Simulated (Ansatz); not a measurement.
CdS (wurtzite)

```
CdS
1.0
    4.16356     0.00000     0.00000
   -2.08178     3.60575     0.00000
    0.00000     0.00000     6.76722
Cd S
2 2
Cartesian
  2.08178   1.20192   0.00670
  0.00000   2.40383   3.39031
  2.08178   1.20192   4.22417
  0.00000   2.40383   0.84055
```

Grid over V/V₀ and (c/a)/(c/a)₀, subscript 0 meaning the relaxed cell; the conventional c axis lies along z; no internal relaxation.

The numbers are results of r2SCAN (plane waves to 500 eV, PAW, scalar-relativistic; Ansatz, a first-principles code), not measurements. k mesh 9×9×5 (Γ-centred), Fermi-Dirac smearing 0.05 eV. Stress and pressure are positive under compression. As the atoms are clamped, bonds stretch with the cell, which overstates energies and stresses. CdS was relaxed with its symmetry unable to fall.

At one point of the scan the stress tensor (GPa) is:

```
    8.0      0.0      0.0
    0.0      8.0      0.0
    0.0      0.0      2.8
```

**Question.** Which point is it?
A. V/V₀ = 0.920, (c/a)/(c/a)₀ = 1.040
B. V/V₀ = 1.000, (c/a)/(c/a)₀ = 1.040
C. V/V₀ = 0.960, (c/a)/(c/a)₀ = 1.040
D. V/V₀ = 0.960, (c/a)/(c/a)₀ = 0.960

**Answer.** A, V/V₀ = 0.920, (c/a)/(c/a)₀ = 1.040

(A scan under strain: stresses follow from slopes of the energy per volume, elastic moduli from its curvatures.)
